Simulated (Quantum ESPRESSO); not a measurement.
**Band energies of BaMg$_{2}$FeH$_{8}$**

```
CELL_PARAMETERS angstrom
      4.55655     0.00000     0.00000
     -2.27827     3.94609     0.00000
      0.00000     0.00000     6.96987
ATOMIC_POSITIONS crystal
  H  0.31884 0.15942 0.13642
  H  0.68116 0.84058 0.86358
  H  0.84058 0.15942 0.13642
  H  0.15942 0.84058 0.86358
  H  0.84058 0.68116 0.13642
  H  0.15942 0.31884 0.86358
  H  0.66667 0.33333 0.60920
  H  0.33333 0.66667 0.39080
  Mg 0.66667 0.33333 0.88804
  Mg 0.33333 0.66667 0.11196
  Fe 0.00000 0.00000 0.00000
  Ba 0.00000 0.00000 0.50000
```

LDA (pw.x of Quantum ESPRESSO, ONCV potentials, scalar-relativistic); path ΓMKΓALHA,LM,KH; energies in eV from the valence-band maximum.

```
k (1/Å)  point  band 23  band 24  band 25  band 26  band 27  band 28  band 29  band 30
-------  -----  -------  -------  -------  -------  -------  -------  -------  -------
0.00         Γ    -1.82    -1.09    -0.64    -0.64    -0.61     2.81     2.81     3.74
0.40              -2.29    -1.77    -0.60    -0.37    -0.28     2.01     3.24     3.78
0.80         M    -2.68    -1.51    -0.80    -0.24    -0.17     1.18     3.03     3.42
1.03              -2.26    -1.70    -0.59    -0.28    -0.19     1.38     2.36     3.94
1.26         K    -1.99    -1.99    -0.35    -0.35    -0.25     1.79     1.79     4.60
1.44              -2.05    -1.92    -0.41    -0.40    -0.19     1.67     1.99     4.42
1.99              -2.00    -1.35    -0.62    -0.51    -0.47     2.81     2.98     3.55
2.18         Γ    -1.82    -1.09    -0.64    -0.64    -0.61     2.81     2.81     3.74
2.40              -1.89    -1.25    -0.62    -0.62    -0.42     2.83     2.83     3.80
2.63         A    -1.96    -1.41    -0.60    -0.60    -0.26     2.84     2.84     3.80
3.02              -2.24    -2.01    -0.63    -0.35    -0.11     2.51     3.03     3.42
3.42         L    -2.25    -2.18    -0.56    -0.22     0.00     2.05     2.33     3.98
3.88         H    -2.02    -2.02    -0.34    -0.34    -0.03     2.73     2.73     3.44
4.01              -2.14    -1.91    -0.38    -0.32    -0.03     2.68     2.68     3.47
4.28              -2.15    -1.95    -0.47    -0.39    -0.06     2.66     2.73     3.81
4.67              -2.03    -1.49    -0.59    -0.56    -0.23     2.90     2.90     3.41
4.80         A    -1.96    -1.41    -0.60    -0.60    -0.26     2.84     2.84     3.80
4.80         L    -2.25    -2.18    -0.56    -0.22     0.00     2.05     2.33     3.98
5.25         M    -2.68    -1.51    -0.80    -0.24    -0.17     1.18     3.03     3.42
5.25         K    -1.99    -1.99    -0.35    -0.35    -0.25     1.79     1.79     4.60
5.70         H    -2.02    -2.02    -0.34    -0.34    -0.03     2.73     2.73     3.44
```

The LDA gap is indirect, 1.18 eV, from L to M; the smallest direct gap is 1.35 eV.

Geometry of the Materials Project entry, not relaxed at this level.

The structure is a Materials Project entry; no match was found in the copy of COD used, and its stability was not checked.

The runs are not spin-polarised; magnetic order was not tried.
